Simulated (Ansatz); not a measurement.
H2O in its lowest state found on the top face of a (001) slab of Ti (P6_3/mmc (No. 194)), 4 planes, outer planes Ti (top) and Ti (bottom); 1 a cell of 28.86 Å², its atoms last:

```yaml
crystal:
  lattice:
    - [5.77293, 0.00000, 0.00000]
    - [-2.88646, 4.99950, 0.00000]
    - [0.00000, 0.00000, 26.24112]
  atoms:
    - { symbol: Ti, position: [0.33333, 0.16667, 0.32392] }
    - { symbol: Ti, position: [0.33333, 0.66667, 0.32392] }
    - { symbol: Ti, position: [0.83333, 0.16667, 0.32392] }
    - { symbol: Ti, position: [0.83333, 0.66667, 0.32392] }
    - { symbol: Ti, position: [0.16667, 0.33333, 0.41107] }
    - { symbol: Ti, position: [0.16667, 0.83333, 0.41107] }
    - { symbol: Ti, position: [0.66667, 0.33333, 0.41107] }
    - { symbol: Ti, position: [0.66667, 0.83333, 0.41107] }
    - { symbol: Ti, position: [0.32750, 0.16555, 0.49974] }
    - { symbol: Ti, position: [0.34755, 0.68265, 0.50021] }
    - { symbol: Ti, position: [0.83845, 0.15909, 0.50137] }
    - { symbol: Ti, position: [0.83158, 0.66070, 0.50489] }
    - { symbol: Ti, position: [0.17880, 0.36024, 0.58135] }
    - { symbol: Ti, position: [0.17591, 0.83547, 0.58585] }
    - { symbol: Ti, position: [0.64903, 0.29908, 0.58355] }
    - { symbol: Ti, position: [0.66171, 0.83042, 0.59077] }
    - { symbol: O, position: [0.92518, 0.82298, 0.65544] }
    - { symbol: H, position: [0.92557, 0.66157, 0.66915] }
    - { symbol: H, position: [0.06125, 0.98496, 0.67339] }
```

These are results of DFT PBE+D3(BJ), scalar-relativistic, plane waves, PAW (Ansatz), not measurements. Cutoff 420 eV; k points 6×6×1 on the computed 19-atom cell (Γ-centred); Gaussian smearing, width 0.10 eV; no spin polarisation. The cell repeats along c with a dipole correction in the vacuum.

The clean top face has a work function of 4.51 eV. Adsorption changes the slab's dipole along +c by Δp = +0.2030 e·Å a cell (+0.98 D an adsorbate).

(1) What change of work function does the Helmholtz equation give?

(2) How does that compare with the calculation?

(3) What does the sign say about the electrons?

Results:

(1) A sheet of dipoles makes a step in an electron's potential energy of −e·Δp/(ε0·A), and e/ε0 = 180.95 eV·Å for Δp in e·Å: −180.95 × (0.2030)/28.86 = -1.27 eV. This is the change of φ(top) − φ(bottom). If the bottom face is unmoved, φ(top) becomes 3.24 eV.

(2) φ(top) changes by -1.30 eV and φ(bottom) by -0.03 eV, so their difference changes by -1.27 eV. The bottom face hardly moves.

(3) The change of dipole points out of the surface, so the work function falls. The molecule's own dipole can set this sign. Δp also holds the adsorbate's own dipole and the moves of the surface atoms, so it isn't a charge transfer alone.

Cost: 3 runs of about 39 core-minutes in all, on Intel Xeon 6975P-C (Granite Rapids) (shared hosts).